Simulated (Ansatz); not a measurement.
SiGeC$_{2}$:
```
CELL_PARAMETERS angstrom
      3.15585     0.00000     0.00000
      0.00000     3.15585     0.00000
      0.00000     0.00000     4.45331
ATOMIC_POSITIONS crystal
  Ge 0.50000 0.50000 0.50000
  Si 0.00000 0.00000 0.00000
  C  0.50000 0.00000 0.76366
  C  0.00000 0.50000 0.23634
```

Relaxed with PBEsol. Special points in fractions of this cell's reciprocal vectors: Γ (0.000, 0.000, 0.000); X (0.000, 0.500, 0.000); M (0.500, 0.500, 0.000); Z (0.000, 0.000, 0.500); R (0.000, 0.500, 0.500); A (0.500, 0.500, 0.500).

Problem. List the band energies nearest the valence-band maximum at these points for PBEsol (plane waves, PAW; program Ansatz).

Solution. In eV from the valence-band maximum; about four levels below and three above (degenerate sets whole), none deeper than 8.9 eV; points with the same levels are listed once.

| k | below | above |
|---|---|---|
| Γ | -3.51 -3.51 -0.34 0.00 0.00 | 1.75 3.58 4.75 |
| X | -4.67 -4.48 -1.68 -1.16 | 4.65 5.59 7.42 |
| M | -3.57 -3.43 -3.43 -3.31 | 1.38 1.38 2.92 |
| Z | -2.40 -2.40 -1.87 -1.87 | 3.19 3.96 5.46 |
| R | -1.60 -1.35 -1.15 -0.96 | 3.88 4.69 6.55 |
| A | -5.20 -4.90 -4.90 -4.87 | 5.23 5.23 7.51 |

Space group P-4m2. The start of the workflow was typed in or built on a structure type; neither database checked (COD, Materials Project) lists it. Its standing as an ambient phase is unchecked. The PBEsol relaxation kept the symmetry of its start; whether a distortion lowers the energy is not shown. Scalar-relativistic: spin–orbit coupling is off unless named, which matters more the heavier the elements.

Potentials: the later of the program's two PAW sets.
